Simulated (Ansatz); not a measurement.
TiO₂ (anatase), relaxed with LDA (Ansatz, a quantum-chemistry and plane-wave program, plane waves, PAW): a = b = 3.739 Å, c = 9.455 Å, α = β = γ = 90.00°.

* **gap (eV)**: 2.08

Q: The same phase is relaxed and computed with HSE06 in the same code. What are the cell and these values now?

A: a = b = 3.7606 Å, c = 9.5855 Å, α = β = γ = 90.00°.

gap (eV): 3.71

All cells were relaxed under the symmetry of their starts (and spin orders); stability against distortions was not tested throughout. Rows with no word on spin ran without spin polarisation.

Potentials: the later of the program's two PAW sets.

Ansatz is a plane-wave DFT program.
